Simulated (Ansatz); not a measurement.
One crystal and one scan (frozen-phonon scan) at two levels, PBE (plane waves to 420 eV, PAW, scalar-relativistic; Ansatz, an electronic-structure program) and r2SCAN (plane waves to 500 eV, PAW, scalar-relativistic; Ansatz), each from its own relaxed cell and on its own mesh. The cell shown is that of PBE.

Starting cell, CdS (zinc blende):

```yaml
crystal:
  lattice:
    - [0.00000, 5.92662, 5.92662]
    - [2.96331, 2.96331, 5.92662]
    - [2.96331, 2.96331, 0.00000]
  atoms:
    - { symbol: S, position: [0.00000, 0.75000, 0.75000] }
    - { symbol: S, position: [0.50000, 0.75000, 0.75000] }
    - { symbol: Cd, position: [0.00000, 0.00000, 0.00000] }
    - { symbol: Cd, position: [0.50000, 0.00000, 0.00000] }
```

The atoms are displaced by Q × the pattern below (from a DFPT mode at X = (0.5, 0.5, 0.0), largest move 1; Q in Å), at fixed cell. It is one choice among 2 degenerate patterns. (q is in reciprocal vectors of the primitive cell; the cell shown is doubled to hold the pattern.)

```csv
atom,x,y,z
S1,0.000,-1.000,0.000
S2,0.000,1.000,0.000
Cd3,0.185,0.000,0.000
Cd4,-0.185,0.000,0.000
```

CdS was relaxed with its symmetry unable to fall. Percentages come from the unrounded values. Both scans cover Q from -0.100 to 0.100 Å.

| quantity | PBE | r2SCAN | PBE − r2SCAN |
|---|---|---|---|
| Lattice constant a (Å) | 5.927 | 5.878 | +0.049 (+0.8 %) |
| Band gap of the relaxed cell, no spin-orbit coupling (eV) | 1.04 | 1.54 | -0.50 (-33 %) |
| Energy at Q = 0.100 Å (meV/cell) | 86.5 | 97.3 | -10.8 (-11 %) |
| Harmonic wavenumber from the curvature (finite differences) (cm⁻¹ (negative: imaginary)) | 256 | 270 | -14 (-5 %) |

PBE gives the higher value for: lattice constant a. PBE gives the lower value for: band gap of the relaxed cell, no spin-orbit coupling; energy at Q = 0.100 Å; harmonic wavenumber from the curvature. Both give the same space group of the distorted cell: C222_1 (No. 20), lowered from F-43m.

ΔE (meV/cell), each from the undisplaced structure of its own level:

| Q (Å) | PBE | r2SCAN |
|---|---|---|
| -0.100 | 86.5 | 97.3 |
| -0.083 | 60.0 | 67.5 |
| -0.067 | 38.4 | 43.2 |
| -0.050 | 21.6 | 24.3 |
| -0.033 | 9.6 | 10.8 |
| -0.017 | 2.4 | 2.7 |
| 0.000 | 0.0 | 0.0 |
| 0.017 | 2.4 | 2.7 |
| 0.033 | 9.6 | 10.8 |
| 0.050 | 21.6 | 24.3 |
| 0.067 | 38.4 | 43.2 |
| 0.083 | 60.0 | 67.5 |
| 0.100 | 86.5 | 97.3 |

(For displaced atoms, the force is minus the slope of the energy, and its curvature is a force constant, which sets phonon frequencies.)
